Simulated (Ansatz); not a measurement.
AlV2C in space group P6_3/mmc (No. 194; Al on 2d, V on 4f, C on 2a) under volume change, PBE (plane waves, PAW; program Ansatz), shape and atoms relaxed at each volume.

| V (Å³/atom) | E − E(relaxed) (meV/atom) | P (GPa) |
|---|---|---|
| 10.926 | 62.3 | 20.04 |
| 11.287 | 26.2 | 12.31 |
| 11.647 | 6.2 | 5.67 |
| 12.007 | 0.0 | 0.00 |
| 12.367 | 5.6 | -4.83 |
| 12.727 | 21.1 | -8.88 |
| 13.088 | 45.0 | -12.26 |

### Question
What does a third-order Birch–Murnaghan fit give for V₀, B₀ and B′?

### Answer
V₀ = 12.01 Å³/atom, B₀ = 173 GPa, B′ = 4.4.

The PBE relaxation kept the symmetry of its start. The workflow began spin-polarised and lost its moments.

Potentials: the later of the program's two PAW sets.
